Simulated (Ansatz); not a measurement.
## Mg3ZnTe4: rattling a relaxed structure

The cell was found from a structure generator's guess, not taken from experiment.

All numbers below come from Ansatz, DFT PBE, scalar-relativistic, plane waves, PAW. Cutoff 420 eV; k points 4×4×4 on the computed 8-atom cell (Γ-centred); Gaussian smearing, width 0.02 eV; no spin polarisation.

The cell below (8 atoms, space group P-43m (No. 215)) is relaxed within its symmetry.

```cif
data_structure
_symmetry_space_group_name_H-M 'P 1'
_symmetry_Int_Tables_number 1
_cell_length_a 6.4290
_cell_length_b 6.4290
_cell_length_c 6.4290
_cell_angle_alpha 90.000
_cell_angle_beta 90.000
_cell_angle_gamma 90.000
_cell_volume 265.72
loop_
_atom_site_label
_atom_site_type_symbol
_atom_site_fract_x
_atom_site_fract_y
_atom_site_fract_z
_atom_site_occupancy
Mg1 Mg 0.50000 0.00000 0.00000 1
Mg2 Mg 0.00000 0.00000 0.50000 1
Mg3 Mg 0.00000 0.50000 0.00000 1
Zn1 Zn 0.50000 0.50000 0.50000 1
Te1 Te 0.25727 0.74273 0.25727 1
Te2 Te 0.25727 0.25727 0.74273 1
Te3 Te 0.74273 0.74273 0.74273 1
Te4 Te 0.74273 0.25727 0.25727 1
```

For the test it was strained at random (σ = 1.5 % a component), the atoms were moved at random (σ = 0.05 Å), and all was relaxed again on a coarse 2×2×2 mesh (in the run’s order of axes) with 0.10 eV smearing, with no symmetry imposed.

These runs have no spin–orbit coupling, which can matter for Te.

Task: Is the structure stable against such a distortion?

Result: It returns, within 1 meV/atom of the unmoved cell on that mesh and with the same symmetry when read at 0.1 Å (Cm at 0.01 Å, so small strains and shifts remain). So it is stable against the distortions that fit this cell and that this random move excites. Modes that don't fit the cell aren't tested.
